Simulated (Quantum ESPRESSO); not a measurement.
Zr3Pd2W2Ta, finding a planted mistake in a log

Computed values, not a measurement. The program is pw.x of Quantum ESPRESSO 7.5 (plane-wave density functional theory). The cell is made up: eight metal atoms on a face-centred cubic lattice, with elements, volume, strain and displacements drawn at random and not relaxed, so it may be unstable or far from any real phase. PseudoDojo standard norm-conserving files set the functional (PBE unless stated); there is no spin polarisation or spin-orbit coupling, the Fermi-Dirac width of 0.25 eV means electrons at about 2900 K, and the masses in the input are unused placeholders. Heavy elements are run without spin-orbit coupling, which real alloys of them have. A spin test at this wide smearing found no moment, but such smearing suppresses magnetism that the real alloy may have.

Intended input:

```
&control calculation='scf', pseudo_dir='./dojo.nc.sr.pbe.v0_5.standard.upf', outdir='./o', disk_io='minimal', tprnfor=.true., tstress=.true. /
&system ibrav=0, nat=8, ntyp=4, nbnd=75, ecutwfc=82.02448710, nosym=.true., tot_charge=0,
 occupations='smearing', smearing='fd', degauss=0.0183746611
/
&electrons conv_thr=1.470e-08, electron_maxstep=70, mixing_beta=0.5 /
ATOMIC_SPECIES
Pd 1.0 Pd.upf
Ta 1.0 Ta.upf
W 1.0 W.upf
Zr 1.0 Zr.upf
CELL_PARAMETERS angstrom
-0.0149 4.1003 0.0451
-4.1829 -0.0303 -4.2137
-4.0868 0.06 4.1176
ATOMIC_POSITIONS angstrom
Zr -0.0985 -0.0579 0.1539
Zr -2.0381 0.0734 2.07
Pd -2.1721 -0.1257 -2.074
W -4.2127 0.098 -0.1444
W -1.917 2.0605 0.2125
Ta -4.1869 2.0519 2.0588
Pd -4.1479 1.9934 -2.1014
Zr -6.2484 1.9841 -0.0135
K_POINTS automatic
6 4 4 1 1 1
```

The log is shortened where brackets say so; the opening notice, blank lines, dates and the lines on written files are dropped, and the path of the files is cut. It prints rydbergs, bohrs and kilobars, and counts compression as positive stress. Its total energy is the free energy E - TS of the whole cell.

Log of the intended run:

```
     Program PWSCF v.7.5
     Parallel version (MPI & OpenMP), running on       4 processor cores
     Number of MPI processes:                 4
     Threads/MPI process:                     1
     [start-up lines left out]
     bravais-lattice index     =            0
     lattice parameter (alat)  =       7.7490  a.u.
     unit-cell volume          =     952.9469 (a.u.)^3
     number of atoms/cell      =            8
     number of atomic types    =            4
     number of electrons       =       113.00
     number of Kohn-Sham states=           75
     kinetic-energy cutoff     =      82.0245  Ry
     charge density cutoff     =     328.0979  Ry
     scf convergence threshold =      1.5E-08
     mixing beta               =       0.5000
     number of iterations used =            8  plain     mixing
     Exchange-correlation= PBE
                           (   1   4   3   4   0   0   0)
     [axes and pseudopotential details left out]
   Cartesian axes
     site n.     atom                  positions (alat units)
         1        Zr     tau(   1) = (  -0.0240210  -0.0141200   0.0375313  )
         2        Zr     tau(   2) = (  -0.4970278   0.0178999   0.5048072  )
         3        Pd     tau(   3) = (  -0.5297062  -0.0306542  -0.5057827  )
         4        W      tau(   4) = (  -1.0273437   0.0238991  -0.0352146  )
         5        W      tau(   5) = (  -0.4674954   0.5024905   0.0518220  )
         6        Ta     tau(   6) = (  -1.0210519   0.5003932   0.5020759  )
         7        Pd     tau(   7) = (  -1.0115410   0.4861269  -0.5124647  )
         8        Zr     tau(   8) = (  -1.5237863   0.4838590  -0.0032922  )
     number of k points=    48  Fermi-Dirac smearing, width (Ry)=  0.0184
                       cart. coord. in units 2pi/alat
        k(    1) = (  -0.1236723   0.0828837   0.0005282), wk =   0.0416667
        k(    2) = (  -0.2490896   0.0810584   0.1250419), wk =   0.0416667
     [further k points left out]
     Dense  grid:    95657 G-vectors     FFT dimensions: (  45,  72,  64)
     Estimated max dynamical RAM per process >     344.49 MB
     Estimated total dynamical RAM >       1.28 GB
     Initial potential from superposition of free atoms
     starting charge     112.9906, renormalised to     113.0000
     Starting wfcs are   78 randomized atomic wfcs
     total cpu time spent up to now is        5.0 secs
     per-process dynamical memory:   267.2 Mb
     Self-consistent Calculation
     iteration #  1     ecut=    82.02 Ry     beta= 0.50
     Davidson diagonalization with overlap
     ethr =  1.00E-02,  avg # of iterations =  2.9
     total cpu time spent up to now is       16.4 secs
     total energy              =   -1261.82848802 Ry
     estimated scf accuracy    <      26.61746476 Ry
     iteration #  2     ecut=    82.02 Ry     beta= 0.50
     Davidson diagonalization with overlap
     ethr =  1.00E-02,  avg # of iterations =  3.1
     total cpu time spent up to now is       30.2 secs
     total energy              =   -1273.27116061 Ry
     estimated scf accuracy    <      89.90498443 Ry
     [iterations 3 to 19 left out]
     iteration # 20     ecut=    82.02 Ry     beta= 0.50
     Davidson diagonalization with overlap
     ethr =  1.15E-10,  avg # of iterations =  1.5
     total cpu time spent up to now is      216.5 secs
     total energy              =   -1279.23736531 Ry
     estimated scf accuracy    <       0.00000003 Ry
     iteration # 21     ecut=    82.02 Ry     beta= 0.50
     Davidson diagonalization with overlap
     ethr =  2.73E-11,  avg # of iterations =  2.0
     total cpu time spent up to now is      225.9 secs
     End of self-consistent calculation
     [lines on levels left out]
!    total energy              =   -1279.23736531 Ry
     estimated scf accuracy    <          4.0E-09 Ry
     smearing contrib. (-TS)   =      -0.12532203 Ry
     internal energy E=F+TS    =   -1279.11204328 Ry
     The total energy is F=E-TS. E is the sum of the following terms:
     one-electron contribution =    -320.02504875 Ry
     hartree contribution      =     222.72392730 Ry
     xc contribution           =    -241.03057200 Ry
     ewald contribution        =    -940.78034983 Ry
     convergence has been achieved in  21 iterations
     Forces acting on atoms (cartesian axes, Ry/au):
     atom    1 type  4   force =     0.02439359    0.00344879   -0.02997581
     atom    2 type  4   force =    -0.03182369   -0.03302391    0.00229147
     atom    3 type  1   force =     0.01766868    0.01230055    0.02764082
     atom    4 type  3   force =     0.08002141   -0.02970240    0.04371254
     atom    5 type  3   force =    -0.10437205   -0.00100500   -0.08339119
     atom    6 type  2   force =    -0.03457200    0.00738951   -0.04162612
     atom    7 type  1   force =     0.03372776    0.00812834    0.05244768
     atom    8 type  4   force =     0.01495630    0.03246413    0.02890061
     Total force =     0.202328     Total SCF correction =     0.000302
     Computing stress (Cartesian axis) and pressure
          total   stress  (Ry/bohr**3)                   (kbar)     P=       94.39
   0.00064418   0.00005659  -0.00006825           94.76        8.33      -10.04
   0.00005659   0.00059870  -0.00010599            8.33       88.07      -15.59
  -0.00006825  -0.00010599   0.00068216          -10.04      -15.59      100.35
     init_run     :      4.74s CPU      4.92s WALL (       1 calls)
     electrons    :    216.11s CPU    220.89s WALL (       1 calls)
     forces       :      1.81s CPU      1.83s WALL (       1 calls)
     stress       :      6.10s CPU      6.22s WALL (       1 calls)
     [timing details left out]
     PWSCF        :   3m48.82s CPU   3m53.98s WALL
     JOB DONE.
```

A second run was made from an input with one planted mistake. Its log:

```
     Program PWSCF v.7.5
     Parallel version (MPI & OpenMP), running on       4 processor cores
     Number of MPI processes:                 4
     Threads/MPI process:                     1
     [start-up lines left out]
     bravais-lattice index     =            0
     lattice parameter (alat)  =       7.7490  a.u.
     unit-cell volume          =     952.9469 (a.u.)^3
     number of atoms/cell      =            8
     number of atomic types    =            5
     number of electrons       =       114.00
     number of Kohn-Sham states=           75
     kinetic-energy cutoff     =      82.0245  Ry
     charge density cutoff     =     328.0979  Ry
     scf convergence threshold =      1.5E-08
     mixing beta               =       0.5000
     number of iterations used =            8  plain     mixing
     Exchange-correlation= PBE
                           (   1   4   3   4   0   0   0)
     [axes and pseudopotential details left out]
   Cartesian axes
     site n.     atom                  positions (alat units)
         1        Ga     tau(   1) = (  -0.0240210  -0.0141200   0.0375313  )
         2        Zr     tau(   2) = (  -0.4970278   0.0178999   0.5048072  )
         3        Pd     tau(   3) = (  -0.5297062  -0.0306542  -0.5057827  )
         4        W      tau(   4) = (  -1.0273437   0.0238991  -0.0352146  )
         5        W      tau(   5) = (  -0.4674954   0.5024905   0.0518220  )
         6        Ta     tau(   6) = (  -1.0210519   0.5003932   0.5020759  )
         7        Pd     tau(   7) = (  -1.0115410   0.4861269  -0.5124647  )
         8        Zr     tau(   8) = (  -1.5237863   0.4838590  -0.0032922  )
     number of k points=    48  Fermi-Dirac smearing, width (Ry)=  0.0184
                       cart. coord. in units 2pi/alat
        k(    1) = (  -0.1236723   0.0828837   0.0005282), wk =   0.0416667
        k(    2) = (  -0.2490896   0.0810584   0.1250419), wk =   0.0416667
     [further k points left out]
     Dense  grid:    95657 G-vectors     FFT dimensions: (  45,  72,  64)
     Estimated max dynamical RAM per process >     350.89 MB
     Estimated total dynamical RAM >       1.30 GB
     Initial potential from superposition of free atoms
     starting charge     113.9903, renormalised to     114.0000
     Starting wfcs are   77 randomized atomic wfcs
     total cpu time spent up to now is        5.0 secs
     per-process dynamical memory:   269.6 Mb
     Self-consistent Calculation
     iteration #  1     ecut=    82.02 Ry     beta= 0.50
     Davidson diagonalization with overlap
     ethr =  1.00E-02,  avg # of iterations =  3.5
     total cpu time spent up to now is       16.6 secs
     total energy              =   -1315.33096646 Ry
     estimated scf accuracy    <      24.00595409 Ry
     iteration #  2     ecut=    82.02 Ry     beta= 0.50
     Davidson diagonalization with overlap
     ethr =  1.00E-02,  avg # of iterations =  3.0
     total cpu time spent up to now is       30.1 secs
     total energy              =   -1325.45195121 Ry
     estimated scf accuracy    <      82.57234278 Ry
     [iterations 3 to 18 left out]
     iteration # 19     ecut=    82.02 Ry     beta= 0.50
     Davidson diagonalization with overlap
     ethr =  7.36E-11,  avg # of iterations =  2.0
     total cpu time spent up to now is      200.5 secs
     total energy              =   -1331.01285914 Ry
     estimated scf accuracy    <       0.00000003 Ry
     iteration # 20     ecut=    82.02 Ry     beta= 0.50
     Davidson diagonalization with overlap
     ethr =  2.70E-11,  avg # of iterations =  1.4
     total cpu time spent up to now is      209.6 secs
     End of self-consistent calculation
     [lines on levels left out]
!    total energy              =   -1331.01285913 Ry
     estimated scf accuracy    <       0.00000001 Ry
     smearing contrib. (-TS)   =      -0.11286372 Ry
     internal energy E=F+TS    =   -1330.89999541 Ry
     The total energy is F=E-TS. E is the sum of the following terms:
     one-electron contribution =    -360.86734655 Ry
     hartree contribution      =     248.64399813 Ry
     xc contribution           =    -262.53063105 Ry
     ewald contribution        =    -956.14601594 Ry
     convergence has been achieved in  20 iterations
     Forces acting on atoms (cartesian axes, Ry/au):
     atom    1 type  1   force =     0.02338621    0.00935220   -0.03537450
     atom    2 type  5   force =    -0.02207450   -0.03834530   -0.00865889
     atom    3 type  2   force =     0.01464235    0.01259612    0.01942997
     atom    4 type  4   force =     0.09510721   -0.02710162    0.03572560
     atom    5 type  4   force =    -0.07279021    0.00000878   -0.06140270
     atom    6 type  3   force =    -0.03238281    0.00105747   -0.02050741
     atom    7 type  2   force =     0.01935807    0.01115316    0.03084812
     atom    8 type  5   force =    -0.02524632    0.03127920    0.03993980
     Total force =     0.175857     Total SCF correction =     0.000471
     Computing stress (Cartesian axis) and pressure
          total   stress  (Ry/bohr**3)                   (kbar)     P=       10.82
   0.00018714   0.00007176   0.00002403           27.53       10.56        3.54
   0.00007176  -0.00012241  -0.00010181           10.56      -18.01      -14.98
   0.00002403  -0.00010181   0.00015598            3.54      -14.98       22.95
     init_run     :      4.60s CPU      4.76s WALL (       1 calls)
     electrons    :    200.59s CPU    204.67s WALL (       1 calls)
     forces       :      1.83s CPU      1.84s WALL (       1 calls)
     stress       :      6.14s CPU      6.24s WALL (       1 calls)
     [timing details left out]
     PWSCF        :   3m33.37s CPU   3m37.78s WALL
     JOB DONE.
```

Question: the log repeats what the program read. Compare it with the intended run: what was wrong in the second input?

Answer: one atom is of a wrong element. The input lines that differ:

```
- &system ibrav=0, nat=8, ntyp=4, nbnd=75, ecutwfc=82.02448710, nosym=.true., tot_charge=0,
+ &system ibrav=0, nat=8, ntyp=5, nbnd=75, ecutwfc=82.02448710, nosym=.true., tot_charge=0,
+ Ga 1.0 Ga.upf
- Zr -0.0985 -0.0579 0.1539
+ Ga -0.0985 -0.0579 0.1539
```

|  | intended run | run with the mistake |
| --- | --- | --- |
| free energy (eV) | -17404.911 | -18109.353 |
| entropy term -TS, part of it (eV) | -1.705 | -1.536 |
| pressure (GPa) | 9.44 | 1.08 |
| size of the largest force component (eV/Å) | 2.684 | 2.445 |
| largest change of a force component (eV/Å) |  | 1.034 |
| iterations | 21 | 20 |

For scale, a rerun of the intended cell at a higher cutoff and on a denser mesh moved values by no more than 0.004 eV in energy, 0.08 GPa in stress and 0.010 eV/Å in force, and a second program with other atomic files agreed on that cell to 2 % rms in force and 0.5 GPa in pressure. Files of another functional or element have another zero of energy, so the energy change says nothing on stability.